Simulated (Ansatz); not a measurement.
GePd$_{2}$:
```cif
data_Ge3Pd6
_chemical_formula_sum 'Ge3 Pd6'
_space_group_name_H-M_alt 'P-62m'
_space_group_IT_number 189
_space_group_name_Hall 'P -6 -2'
_cell_length_a 6.70392
_cell_length_b 6.70392
_cell_length_c 3.47513
_cell_angle_alpha 90.000
_cell_angle_beta 90.000
_cell_angle_gamma 120.000
loop_
_atom_site_label
_atom_site_type_symbol
_atom_site_symmetry_multiplicity
_atom_site_Wyckoff_symbol
_atom_site_fract_x
_atom_site_fract_y
_atom_site_fract_z
_atom_site_occupancy
Ge1 Ge 2 c 0.33333 0.66667 0.00000 1
Ge2 Ge 1 b 0.00000 0.00000 0.50000 1
Pd1 Pd 3 g 0.39215 0.39215 0.50000 1
Pd2 Pd 3 f 0.00000 0.26840 0.00000 1
```

Relaxed with r²SCAN.

Task: Which orbitals make up the states near the Fermi level in r²SCAN (plane waves, PAW; program Ansatz)?

Result: Within 0.5 eV of the Fermi level: Pd 4d 43 %, Ge 4p 42 %, Ge 4s 8 %, outside the projected shells 7 %. Projections are on Löwdin-orthogonalised atomic valence shells; empty p or d shells of many metals are not among them.

Task: Tabulate the density of states.

Result: States/eV per cell of 9 atoms, in 0.25 eV bins, energy from the Fermi level.

```tsv
E (eV)	total	Pd 4d	Ge 4p	Ge 4s
-7.85	0.00	0.00	0.00	0.00
-7.60	0.00	0.00	0.00	0.00
-7.35	0.00	0.00	0.00	0.00
-7.10	0.00	0.00	0.00	0.00
-6.85	0.00	0.00	0.00	0.00
-6.60	1.63	0.74	0.81	0.01
-6.35	5.13	2.41	2.47	0.03
-6.10	6.08	3.02	2.80	0.04
-5.85	7.60	4.24	3.10	0.03
-5.60	3.86	2.40	1.35	0.02
-5.35	6.69	4.73	1.83	0.02
-5.10	12.01	9.11	2.71	0.05
-4.85	12.26	9.57	2.53	0.04
-4.60	13.33	10.65	2.47	0.07
-4.35	13.79	12.64	0.93	0.08
-4.10	14.64	13.18	1.08	0.17
-3.85	13.32	11.88	1.08	0.14
-3.60	16.45	14.85	1.18	0.15
-3.35	11.51	10.34	0.91	0.09
-3.10	13.00	11.64	1.05	0.10
-2.85	9.18	8.48	0.51	0.08
-2.60	11.34	10.84	0.34	0.06
-2.35	18.29	17.45	0.58	0.11
-2.10	25.94	24.87	0.61	0.23
-1.85	10.17	9.48	0.42	0.16
-1.60	12.19	11.21	0.60	0.21
-1.35	7.42	5.91	1.05	0.24
-1.10	5.54	3.62	1.37	0.29
-0.85	4.05	2.29	1.26	0.25
-0.60	3.63	1.82	1.29	0.26
-0.35	3.15	1.44	1.23	0.23
-0.10	2.06	0.87	0.87	0.15
0.15	1.69	0.66	0.77	0.12
0.40	1.27	0.50	0.58	0.10
0.65	1.43	0.56	0.66	0.12
0.90	2.04	0.78	0.96	0.17
1.15	3.91	1.48	1.84	0.35
1.40	3.30	1.15	1.66	0.29
1.65	3.86	1.21	2.01	0.33
1.90	3.93	1.18	2.03	0.39
2.15	2.87	0.79	1.57	0.25
2.40	2.80	0.72	1.58	0.20
2.65	2.88	0.69	1.70	0.13
2.90	4.46	1.03	2.69	0.12
3.15	3.68	0.82	2.30	0.08
3.40	2.97	0.63	1.92	0.06
3.65	2.02	0.39	1.26	0.04
3.90	1.62	0.27	0.96	0.03
4.15	2.04	0.27	0.94	0.04
4.40	2.41	0.20	0.71	0.03
4.65	1.46	0.11	0.47	0.02
```

The workflow started from a Materials Project entry (that database holds measured and hypothetical structures alike); the Crystallography Open Database copy checked does not list it. Whether it is the stable phase at ambient conditions was not checked. The r²SCAN relaxation kept the symmetry of its start; its stability against distortions is not shown here. No spin polarisation was allowed. Spin–orbit coupling is left out wherever it is not named.

Potentials: the later of the program's two PAW sets.
